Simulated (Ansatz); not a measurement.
Y3Ge4:
```
Y3Ge4
1.0
    2.00772    -5.29201     0.00000
    2.00772     5.29201     0.00000
    0.00000     0.00000    14.11605
Y Ge
6 8
Direct
  0.04228   0.95772   0.75000
  0.95772   0.04228   0.25000
  0.67174   0.32826   0.09710
  0.32826   0.67174   0.90290
  0.32826   0.67174   0.59710
  0.67174   0.32826   0.40290
  0.77025   0.22975   0.75000
  0.22975   0.77025   0.25000
  0.00000   0.00000   0.00000
  0.00000   0.00000   0.50000
  0.61725   0.38275   0.89172
  0.38275   0.61725   0.10828
  0.38275   0.61725   0.39172
  0.61725   0.38275   0.60828
```

Relaxed with PBEsol. Special points in fractions of this cell's reciprocal vectors: Γ (0.000, 0.000, 0.000); Y (-0.500, 0.500, 0.000); C0 (-0.286, 0.714, 0.000); Σ0 (0.286, 0.286, 0.000); Z (0.000, 0.000, 0.500); A0 (0.286, 0.286, 0.500); E0 (-0.286, 0.714, 0.500); T (-0.500, 0.500, 0.500); S (0.000, 0.500, 0.000); R (0.000, 0.500, 0.500).

**Question.** List the band energies nearest the Fermi level at these points for plane-wave PAW PBEsol (Ansatz code).

**Answer.** In eV from the Fermi level; about four levels below and three above (degenerate sets whole), none deeper than 8.9 eV; points with the same levels are listed once.

```json
[
 {"k": "Γ", "below": "-0.95 -0.65 -0.45 -0.36", "above": "0.02 0.15 0.24"},
 {"k": "Y", "below": "-1.02 -0.66 -0.65 -0.50", "above": "0.00 0.33 0.89"},
 {"k": "C0", "below": "-1.20 -0.99 -0.84 -0.54", "above": "0.32 0.69 0.70"},
 {"k": "Z", "below": "-0.39 -0.39 -0.18 -0.18", "above": "0.61 0.61 1.31 1.31"},
 {"k": "A0", "below": "-0.83 -0.83 -0.37 -0.37", "above": "1.00 1.00 1.51 1.51"},
 {"k": "T", "below": "-0.97 -0.97 -0.09 -0.09", "above": "0.19 0.19 0.29 0.29"},
 {"k": "S", "below": "-0.97 -0.73 -0.66 -0.45", "above": "0.78 1.31 1.70"},
 {"k": "R", "below": "-0.96 -0.96 -0.68 -0.68", "above": "1.10 1.10 2.07 2.07"}
]
```

Space group Cmcm. The workflow started from a Materials Project entry (that database holds measured and hypothetical structures alike); the Crystallography Open Database copy checked does not list it. Whether it is the stable phase at ambient conditions was not checked. The PBEsol relaxation kept the symmetry of its start; its stability against distortions is not shown here. No spin polarisation was allowed. Spin–orbit coupling is left out wherever it is not named.

Potentials: the later of the program's two PAW sets.
